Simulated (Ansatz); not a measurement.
SrSi in space group Cmcm (No. 63; Sr on 4c, Si on 4c), DFT-PBE in the program Ansatz with PAW potentials, all energies at zero smearing, with the estimated change up to a 700 eV cutoff added, with one set of potentials and settings (totals compare only within such a set). Cell of 4 atoms (2 Sr, 2 Si): -8361.949 eV.

```csv
element,reference phase,E (eV/atom)
Sr,"C2/m, 3 atoms in the cell",-3544.2201
Si,"Fd-3m, 2 atoms in the cell",-635.8096
```

Formation energy per atom, worked out: (-8361.949 − 2×(-3544.2201) − 2×(-635.8096))/4 = -0.472 eV/atom (-46 kJ per mol of atoms), at 0 K, without zero-point energy or fitted corrections.

The workflow started from an entry of the Crystallography Open Database (COD). Its standing as an ambient phase is unchecked. The cell was relaxed with PBE under the symmetry of its start; its stability against distortions is not shown here. The references are the lowest solids computed at this level, not always the standard phases.

Potentials: the later of the program's two PAW sets.
